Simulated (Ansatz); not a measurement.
A frame of B$_{15}$As$_{8}$ from dynamics at 2880 K, with the forces (eV/Å) computed on a k mesh in the last three columns. Computed with DFT PBE, scalar-relativistic, plane waves, PAW in Ansatz 0.2.0.

Cutoff 420 eV; k points 4×4×3 on the computed 23-atom cell (Γ-centred); Fermi–Dirac smearing, width 0.25 eV; no spin polarisation.

```xyz
23
Lattice="6.752 -0.082 -0.057 -0.082 6.544 0.046 -0.057 0.046 7.131" Properties=species:S:1:pos:R:3:forces:R:3 pbc="T T T"
As    4.332    6.385    5.332   -1.180   -0.670   -0.220
As    2.404    4.788    2.892    0.550    0.870   -1.130
As    4.161    1.427    0.074    0.240   -0.890    0.480
As    5.888    5.306    2.679    0.050    1.590   -1.020
As    0.056    1.201    5.162    1.220    0.540    0.280
As    1.002    1.522    2.158   -1.690   -0.180   -0.940
As    2.611    1.205    3.878    0.340    0.150    1.180
As    4.455    3.539    3.632   -2.300   -1.110    3.670
B     2.783    4.964    6.028    2.830   -0.630   -0.130
B     3.230    3.359    1.137    2.930    0.280   -0.780
B     3.726    5.019    0.664    0.250    0.200   -1.440
B     5.144    3.530    1.160   -1.340    1.280   -5.940
B     0.346    5.276    0.240    0.210   -0.160    0.050
B     0.044    3.605    5.161   -0.480   -2.140   -0.370
B     4.011    3.605    6.872    1.870   -0.050   -1.790
B     2.026    4.831    0.303   -2.020   -0.020    0.870
B     6.380    3.403    6.698   -0.800    2.170    0.470
B     1.817    3.195    1.485   -3.580    0.440    0.880
B     1.165    4.527    4.349   -0.030    0.670    1.470
B     6.055    6.454    0.521   -0.310    0.120    0.040
B     0.936    4.809    5.860    1.690    0.700    3.480
B     0.269    3.614    3.457   -0.280   -1.640   -0.290
B     5.872    3.200    2.384    1.820   -1.520    1.170
```

Static pressure 5.7 GPa (no kinetic part), no gap on the mesh.

Counting as bonded all pairs within 1.2 times the summed covalent radii:

```csv
atom → neighbour,mean count,mean length (Å),spread (Å)
As → As,1.50,2.55,0.12
As → B,1.38,2.18,0.17
B → As,0.73,2.18,0.17
B → B,2.93,1.70,0.13
```

Angles between all pairs of such bonds at an atom (mean ± spread): 95 ± 35° at As, 99 ± 35° at B.

Cost: 1 run of about 1.9 core-minutes, on Arm Neoverse V2 (shared hosts).